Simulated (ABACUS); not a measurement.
Worked example: self-consistent single point of Au (Fm-3m, 1 atom in the cell; from Materials Project mp-81) in ABACUS.

Level of theory: PBE, numerical atomic orbitals DZ (confined pseudo-atomic orbitals with Gaussian additions; energy shift 0.01 Ry), PseudoDojo 0.5 standard norm-conserving PBE (tails mended) pseudopotentials (ABACUS).

```xyz
1
Lattice="0.0000 2.0856 2.0856 2.0856 0.0000 2.0856 2.0856 2.0856 0.0000" Properties=species:S:1:pos:R:3 pbc="T T T"
Au     0.0000     0.0000     0.0000
```

Reference input (self-consistent single point, DFT, PBE, plane waves, PseudoDojo 0.5 standard norm-conserving PBE (tails mended) pseudopotentials): KPT = Gamma 18 18 18 0 0 0; basis_type = pw; dft_functional = PBE; ecutwfc = 76 Ry; smearing_method = fd; smearing_sigma = 0.00734986 Ry; potentials = PseudoDojo 0.5 standard norm-conserving PBE (tails mended); symmetry = 1; symmetry_prec = 1e-05; ks_solver = dav_subspace; scf_nmax = 100; scf_thr = 1.0e-09 Ry. This run's input differs from it in these lines:

```diff
@@ -3,6 +3,7 @@
 calculation          scf
-basis_type           pw
+basis_type           lcao
 pseudo_dir           ./
+orbital_dir          ./
 dft_functional       PBE
-ecutwfc              76.0
+ecutwfc              100.0
 symmetry             1
@@ -11,5 +12,5 @@
 smearing_sigma       0.00734986
-ks_solver            dav_subspace
+ks_solver            genelpa
 scf_nmax             100
-scf_thr              1.0e-09
+scf_thr              1.0e-06
 mixing_type          broyden
@@ -17,2 +18,3 @@
 cal_stress           1
+out_mul              1
 device               cpu
@@ -21,2 +23,5 @@
 Au 196.967 Au.upf
+
+NUMERICAL_ORBITAL
+Au_pbe_6.9au_3s1p2d.orb
```

Output (repeated stretches shortened):

```
 SELF-CONSISTENT
 -------------------------------------------

                  longest orb rcut (Bohr) = 6.9
   longest nonlocal projector rcut (Bohr) = 1.62
                     search radius (Bohr) = 17

                          real space grid = [ 36, 36, 36 ]
                                 init_chg = atomic

 LCAO ALGORITHM --------------- ION=   1  ELEC=   1--------------------------------

 Density error is 0.0350285250203
 E_KohnSham     -296.3367143922      -4031.8678423327
 E_Fermi        1.4740944854         20.0560843917

 LCAO ALGORITHM --------------- ION=   1  ELEC=   2--------------------------------

   [... lines left out ...]

   [... 2 blocks of this kind left out ...]

 LCAO ALGORITHM --------------- ION=   1  ELEC=   5--------------------------------

 Density error is 9.73075144001e-06
 E_KohnSham     -296.3481929217      -4032.0240157379
 E_Fermi        1.4325093254         19.4902892638

 LCAO ALGORITHM --------------- ION=   1  ELEC=   6--------------------------------

 Density error is 3.33533678391e-07
 E_KohnSham     -296.3481929224      -4032.0240157476
 E_KS(sigma->0) -296.3479510247      -4032.0207245605
 E_entropy(-TS) -0.0004837954        -0.0065823743
 E_Fermi        1.4325201001         19.4904358611
 charge density convergence is achieved
 final etot is -4032.0240157 eV
 EFERMI = 19.490435861 eV

 STATE ENERGY(eV) AND OCCUPATIONS    NSPIN == 1
   [... 13 lines left out ...]

 TOTAL-FORCE (eV/Angstrom)
                       Au1         0.0000000000         0.0000000000         0.0000000000

 TOTAL-STRESS (KBAR)
        -5.8649655867         0.0000000000        -0.0000000000
         0.0000000000        -5.8649655867        -0.0000000000
         0.0000000000         0.0000000000        -5.8649655867
 TOTAL-PRESSURE: -5.864966 KBAR

 --------------------------------------------
 !FINAL_ETOT_IS -4032.0240157476082459 eV
 --------------------------------------------
```

The run converged in 6 iterations. Against the reference run the free energy goes up by 696 meV/atom and the pressure goes from -1.68 to -0.59 GPa.

The atom-centred basis is finite, which shifts total energies and pressures against plane waves. This run is one point of a test of settings, so its values need not be converged; read them against the reference run alone. The structure comes from a collection of computed structures, made at another level of theory; the collection holds predicted forms beside known ones.

The atomic orbitals were generated for these runs; they are not ABACUS's published sets and were checked against plane waves on a few crystals only.

“Tails mended”: in these copies of the files the far tail of each local potential was reset to the Coulomb form.
